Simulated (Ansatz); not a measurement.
# CuSn3 and the effect of the functional

Space group I4/mmm (No. 139). a = 4.480 Å, b = 4.480 Å, c = 9.741 Å, α = 90.00°, β = 90.00°, γ = 90.00°
```
atom  site  symmetry       x       y       z
  Sn    2b     4/mmm  0.5000  0.5000  0.0000
  Sn    4d      -4m2  0.5000  0.0000  0.2500
  Cu    2a     4/mmm  0.0000  0.0000  0.0000
```

The cell comes from a database or a generator and needn't be the stable form of this composition.

Kept alike: task band structure; k mesh 8 × 8 × 8; occupations fermi-dirac, width 0.05 eV; no spin polarisation. Program: Ansatz, all-electron LAPW, scalar-relativistic. The mesh is that of the run's cell of 4 atoms. No spin-orbit coupling.

| run | pressure (GPa) |
| --- | --- |
| A | -1.01 |
| B | -5.69 |
| C | -4.09 |

Pressure is positive in compression. For a metal such a mesh leaves the last digits unconverged.

Task: The runs differ in the functional alone: LDA; PBE; PBEsol. Which run is which?

Result: Run A is PBE; run B is LDA; run C is PBEsol. The pressure runs from -5.69 (LDA) to -1.01 GPa (PBE). From PBE: LDA -4.68; PBEsol -3.08. A positive pressure means that the functional's own cell is larger than the one given, a negative one that it is smaller.
